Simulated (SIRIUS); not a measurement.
Consider a self-consistent single point of Cd2SeS (P3m1, 8 atoms in the cell; from Materials Project mp-1226934, changed as shown).

```yaml
crystal:
  lattice:
    - [4.38360, 0.00000, 0.00000]
    - [0.00000, 7.59262, 0.00000]
    - [0.00000, 0.00000, 7.14803]
  atoms:
    - { symbol: Cd, position: [0.00000, 0.00000, 0.49023] }
    - { symbol: Cd, position: [0.00000, 0.33333, 0.00964] }
    - { symbol: Cd, position: [0.50000, 0.50000, 0.49023] }
    - { symbol: Cd, position: [0.50000, 0.83333, 0.00964] }
    - { symbol: Se, position: [0.00000, 0.33333, 0.62575] }
    - { symbol: Se, position: [0.50000, 0.83333, 0.62575] }
    - { symbol: S, position: [0.00000, 0.00000, 0.12238] }
    - { symbol: S, position: [0.50000, 0.50000, 0.12238] }
```

Computed with LDA (PW92), GBRV LDA ultrasoft pseudopotentials (plane waves; SIRIUS).

SIRIUS settings:

| key | value |
|---|---|
| parameters.ngridk | 4 2 2 |
| parameters.xc_functionals | [XC_LDA_X, XC_LDA_C_PW] |
| parameters.gk_cutoff | 6.325 1/bohr |
| parameters.pw_cutoff | 14.143 1/bohr |
| parameters.smearing | fermi_dirac |
| parameters.smearing_width | 0.000734986 Ha |
| potentials | GBRV LDA ultrasoft pseudopotentials |
| parameters.electronic_structure_method | pseudopotential |
| parameters.num_bands | 43 |
| parameters.num_mag_dims | 0 |
| parameters.num_dft_iter | 100 |
| parameters.energy_tol | 1e-07 Ha |
| parameters.density_tol | 1e-06 |
| mixer.type | broyden2 |
| mixer.beta | 0.7 |
| mixer.use_hartree | false |

Task: Estimate, at this level of theory: gap on the k-point mesh and pressure.

Result: The run gave:

Gap on the k-point mesh: 0.25 eV
Pressure: -6.82 GPa

The gap is read on the k-point mesh of the run and can differ from the gap over the whole zone at this level.

For comparison: a first run was changed to give this one (lattice scaled by 1.02), and from it to this one the free energy rises by 60.9 meV/atom, the pressure goes from -4.82 to -6.82 GPa, the largest force goes from 0.027 to 0.057 eV/Å and the gap on the mesh goes from 0.377 to 0.250 eV.

The structure comes from a collection of computed structures, made at another level of theory; the collection holds predicted forms beside known ones.

Cost on one core: very roughly 3 core-minutes.
